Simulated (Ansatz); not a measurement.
CdF2:
```yaml
crystal:
  lattice:
    - [0.00000, 2.74062, 2.74062]
    - [2.74062, 0.00000, 2.74062]
    - [2.74062, 2.74062, 0.00000]
  atoms:
    - { symbol: Cd, position: [0.00000, 0.00000, 0.00000] }
    - { symbol: F, position: [0.25000, 0.25000, 0.25000] }
    - { symbol: F, position: [0.75000, 0.75000, 0.75000] }
```

Relaxed with PBE. Special points in fractions of this cell's reciprocal vectors: Γ (0.000, 0.000, 0.000); X (0.500, 0.000, 0.500); U (0.625, 0.250, 0.625); K (0.375, 0.375, 0.750); L (0.500, 0.500, 0.500); W (0.500, 0.250, 0.750).

List the band energies nearest the valence-band maximum at these points for PBE (plane waves, PAW; program Ansatz).

In eV from the valence-band maximum; about four levels below and three above (degenerate sets whole), none deeper than 8.9 eV; … stands for higher levels left out; points with the same levels are listed once.

```tsv
k	below	above
Γ	-0.85 -0.85 -0.85 -0.56 -0.56 -0.56	2.92 …
X	-2.69 -2.69 -0.42 -0.08 -0.08	7.60 9.40 …
U	-2.21 -0.84 -0.30 -0.20	7.56 10.43 …
L	-1.66 -1.66 -0.43 -0.43	6.81 8.98 …
W	-1.42 -1.42 -0.50 0.00	7.66 …
```

Space group Fm-3m (fluorite). The PBE relaxation kept the symmetry of its start. Scalar-relativistic: spin–orbit coupling is off unless named, which matters more the heavier the elements.

Potentials: the later of the program's two PAW sets.
